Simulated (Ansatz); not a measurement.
Vibrational response of LiAlF4

These are results of Ansatz, DFT PBE, scalar-relativistic, plane waves, PAW, not measurements. Cutoff 420 eV, 6×6×4 k-points (Γ-centred), fixed occupations. No spin polarisation. Phonons by linear response, acoustic sum rule imposed.

Relaxed structure:
```xyz
12
Lattice="5.8242 0.0000 0.0000 -2.9121 5.0439 0.0000 0.0000 0.0000 9.5115" Properties=species:S:1:pos:R:3 pbc="T T T"
Li    0.0000    3.3626    9.1190
Li    2.9121    1.6813    4.3633
Al    2.9121    1.6813    0.7967
Al    0.0000    3.3626    5.5524
F     4.2966    2.4807    0.2332
F     1.5275    2.4807    0.2332
F     2.9121    0.0825    0.2332
F     0.0000    3.3626    7.2478
F     2.9121    1.6813    2.4921
F     0.0000    4.9613    4.9889
F     1.3846    2.5632    4.9889
F    -1.3846    2.5632    4.9889
```

It was reached by relaxing an invented guess, and it needn't be the stable form of this composition. Modes under 40 cm⁻¹ are poorly fixed.

Q: Is this structure stable against zone-centre distortions?

A: Yes, at Γ: no optical mode is imaginary. Strains and other wave vectors aren't tested by this run.

Q: List the optical modes at Γ without the LO field (i marks imaginary ones).

A:
| frequency (cm⁻¹) | degeneracy | IR intensity of the level ((D/Å)²/amu) |
| --- | --- | --- |
| 9 | 2 | 0.00 |
| 17 | 1 | 0.00 |
| 18 | 1 | 0.00 |
| 23 | 2 | 0.00 |
| 91 | 2 | 0.00 |
| 127 | 1 | 0.00 |
| 186 | 2 | 0.00 |
| 195 | 2 | 0.00 |
| 256 | 2 | 0.00 |
| 268 | 1 | 5.84 |
| 269 | 2 | 11.51 |
| 282 | 1 | 0.00 |
| 431 | 2 | 7.27 |
| 432 | 1 | 3.67 |
| 436 | 2 | 0.00 |
| 441 | 1 | 0.00 |
| 644 | 1 | 0.00 |
| 653 | 1 | 0.00 |
| 755 | 1 | 14.37 |
| 755 | 2 | 28.80 |
| 757 | 2 | 0.00 |
| 804 | 1 | 0.00 |
